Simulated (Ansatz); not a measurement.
Total density of states per atom from the program Ansatz at the r²SCAN level (PAW), in 0.25 eV bins, energy from the Fermi level:

(E (eV), states/eV/atom): (-7.85, 0.11); (-7.60, 0.12); (-7.35, 0.13); (-7.10, 0.14); (-6.85, 0.16); (-6.60, 0.19); (-6.35, 0.23); (-6.10, 0.43); (-5.85, 0.68); (-5.60, 0.80); (-5.35, 0.93); (-5.10, 1.17); (-4.85, 1.10); (-4.60, 1.14); (-4.35, 1.07); (-4.10, 1.46); (-3.85, 1.71); (-3.60, 1.70); (-3.35, 2.30); (-3.10, 2.09); (-2.85, 1.75); (-2.60, 1.80); (-2.35, 1.92); (-2.10, 1.56); (-1.85, 1.90); (-1.60, 2.45); (-1.35, 1.56); (-1.10, 0.85); (-0.85, 1.51); (-0.60, 1.05); (-0.35, 0.87); (-0.10, 0.71); (0.15, 0.67); (0.40, 0.98); (0.65, 1.07); (0.90, 1.12); (1.15, 1.61); (1.40, 1.68); (1.65, 0.56); (1.90, 0.36); (2.15, 0.33); (2.40, 0.30); (2.65, 0.28); (2.90, 0.27); (3.15, 0.26); (3.40, 0.26); (3.65, 0.24); (3.90, 0.23); (4.15, 0.22); (4.40, 0.21); (4.65, 0.19)

Question: Which compound is it?
(A) Al, bcc (W type)
(B) Co, dhcp (α-La type)
(C) TiO2, P2_1/c (Ti on 4e, O on 4e, O on 4e)
(D) CdTe, zinc blende

Answer: B, Co, dhcp (α-La type). Within 0.5 eV of the Fermi level: Co 3d 88 %, Co 4s 8 %. Projections are on Löwdin-orthogonalised atomic valence shells; empty p or d shells of many metals are not among them.

Space group P6_3/mmc (dhcp (α-La type)). The workflow started from a Materials Project entry (that database holds measured and hypothetical structures alike). Its sites differ from those of the usual phase in this space group: another stacking or structure type. The cell was relaxed with r²SCAN under the symmetry of its start; whether a distortion lowers the energy is not shown. The final state is ferromagnetic, chosen from 5 collinear starts compared on coarse meshes (ties went to the first, and starts can fall back to one state), not a proven ground state. Other orbital occupations within this spin state were not tried.

Potentials: the earlier of the program's two PAW sets.
